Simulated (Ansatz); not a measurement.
CaO₂:
```cif
data_Ca2O4
_chemical_formula_sum 'Ca2 O4'
_space_group_name_H-M_alt 'I4/mmm'
_space_group_IT_number 139
_space_group_name_Hall '-I 4 2'
_cell_length_a 3.21608
_cell_length_b 3.21608
_cell_length_c 6.47825
_cell_angle_alpha 90.000
_cell_angle_beta 90.000
_cell_angle_gamma 90.000
loop_
_atom_site_label
_atom_site_type_symbol
_atom_site_symmetry_multiplicity
_atom_site_Wyckoff_symbol
_atom_site_fract_x
_atom_site_fract_y
_atom_site_fract_z
_atom_site_occupancy
Ca1 Ca 2 b 0.00000 0.00000 0.50000 1
O1 O 4 e 0.00000 0.00000 0.11314 1
```
(The calculation used a cell of 3 atoms; values per cell refer to that cell.)

Relaxed with LDA.

Question: Which orbitals make up the states near the band edges in LDA in the plane-wave PAW code Ansatz?

Answer: Top 1 eV of the valence band: O 2p 96 %. Bottom 1 eV of the conduction band: O 2p 60 %, O 2s 9 %, outside the projected shells 26 %. Projections are on Löwdin-orthogonalised atomic valence shells; empty p or d shells of many metals are not among them.

Question: Tabulate the density of states.

Answer: States/eV per cell of 3 atoms, in 0.25 eV bins, energy from the valence-band maximum.

```tsv
E (eV)	total	O 2p	Ca 4s	O 2s
-7.85	0.00	0.00	0.00	0.00
-7.60	0.00	0.00	0.00	0.00
-7.35	0.05	0.04	0.01	0.00
-7.10	0.34	0.29	0.04	0.01
-6.85	0.63	0.53	0.07	0.03
-6.60	0.88	0.73	0.08	0.05
-6.35	1.14	0.97	0.08	0.08
-6.10	1.74	1.49	0.07	0.15
-5.85	2.39	2.05	0.03	0.25
-5.60	1.08	0.94	0.03	0.08
-5.35	2.00	1.78	0.05	0.09
-5.10	3.60	3.28	0.06	0.09
-4.85	3.65	3.43	0.03	0.02
-4.60	2.97	2.80	0.01	0.01
-4.35	2.12	2.02	0.01	0.00
-4.10	1.09	1.05	0.00	0.00
-3.85	0.31	0.30	0.00	0.00
-3.60	0.00	0.00	0.00	0.00
-3.35	0.00	0.00	0.00	0.00
-3.10	0.04	0.03	0.00	0.00
-2.85	0.19	0.17	0.00	0.00
-2.60	0.32	0.29	0.00	0.00
-2.35	0.45	0.41	0.00	0.00
-2.10	0.61	0.56	0.00	0.00
-1.85	0.84	0.77	0.00	0.00
-1.60	1.21	1.12	0.00	0.01
-1.35	1.62	1.51	0.00	0.01
-1.10	1.95	1.84	0.00	0.01
-0.85	2.12	2.02	0.00	0.01
-0.60	3.50	3.37	0.00	0.01
-0.35	2.30	2.24	0.00	0.00
-0.10	0.85	0.83	0.00	0.00
0.15	0.00	0.00	0.00	0.00
0.40	0.00	0.00	0.00	0.00
0.65	0.00	0.00	0.00	0.00
0.90	0.00	0.00	0.00	0.00
1.15	0.00	0.00	0.00	0.00
1.40	0.00	0.00	0.00	0.00
1.65	0.00	0.00	0.00	0.00
1.90	0.00	0.00	0.00	0.00
2.15	0.00	0.00	0.00	0.00
2.40	0.00	0.00	0.00	0.00
2.65	0.01	0.00	0.00	0.00
2.90	0.08	0.00	0.00	0.00
3.15	1.02	0.59	0.05	0.10
3.40	2.29	1.45	0.10	0.21
3.65	1.63	1.01	0.05	0.14
3.90	1.44	0.91	0.03	0.11
4.15	1.39	0.90	0.02	0.10
4.40	1.20	0.78	0.01	0.07
4.65	0.71	0.35	0.00	0.03
4.90	0.34	0.03	0.00	0.00
5.15	0.34	0.01	0.00	0.00
5.40	0.36	0.01	0.00	0.00
5.65	0.41	0.01	0.01	0.00
5.90	0.97	0.02	0.05	0.01
6.15	1.53	0.04	0.09	0.02
6.40	2.66	0.09	0.21	0.04
6.65	2.97	0.09	0.28	0.06
6.90	1.86	0.07	0.12	0.02
7.15	3.95	0.11	0.19	0.04
7.40	5.55	0.18	0.26	0.06
```

The workflow started from a Materials Project entry (that database holds measured and hypothetical structures alike); the Crystallography Open Database copy checked does not list it. Its standing as an ambient phase is unchecked. The LDA relaxation kept the symmetry of its start. At this level the phase is dynamically unstable (imaginary phonons).

Potentials: the later of the program's two PAW sets.
